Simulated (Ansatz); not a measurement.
Li4NCl:
```cif
data_Cl3Li12N3
_chemical_formula_sum 'Li12 N3 Cl3'
_space_group_name_H-M_alt 'R-3m :H'
_space_group_IT_number 166
_space_group_name_Hall '-R 3 2"'
_cell_length_a 3.62430
_cell_length_b 3.62430
_cell_length_c 19.71457
_cell_angle_alpha 90.000
_cell_angle_beta 90.000
_cell_angle_gamma 120.000
loop_
_atom_site_label
_atom_site_type_symbol
_atom_site_symmetry_multiplicity
_atom_site_Wyckoff_symbol
_atom_site_fract_x
_atom_site_fract_y
_atom_site_fract_z
_atom_site_occupancy
Li1 Li 6 c 0.00000 0.00000 0.09660 1
Li2 Li 6 c 0.00000 0.00000 0.34434 1
N1 N 3 a 0.00000 0.00000 0.00000 1
Cl1 Cl 3 b 0.00000 0.00000 0.50000 1
```
(The calculation used a cell of 6 atoms; values per cell refer to that cell.)

Relaxed at zero pressure with DFT-r²SCAN in the program Ansatz with PAW potentials.

The volume is lowered by 3 % and shape and atoms relax at that volume. What pressure results, and how do the axes share the change?

1.4 GPa; a -0.9 %, b -0.9 %, c -1.3 %; the energy rises by 2 meV/atom.

Give the new structure.


Space group R-3m, hexagonal axes (No. 166); a = 3.593 Å, b = 3.593 Å, c = 19.453 Å, α = 90.00°, β = 90.00°, γ = 120.00°

| atom | site | symmetry | x | y | z |
|---|---|---|---|---|---|
| Li | 6c | 3m | 0.0000 | 0.0000 | 0.0972 |
| Li | 6c | 3m | 0.0000 | 0.0000 | 0.3450 |
| N | 3a | -3m | 0.0000 | 0.0000 | 0.0000 |
| Cl | 3b | -3m | 0.0000 | 0.0000 | 0.5000 |

The phase is kept; no other phase was compared at this pressure.

The first step of the workflow began from a Materials Project structure, measured or hypothetical; the Crystallography Open Database copy checked does not list it. Its standing as an ambient phase is unchecked. The cell was relaxed with r²SCAN under the symmetry of its start; its stability against distortions is not shown here.

Potentials: the later of the program's two PAW sets.
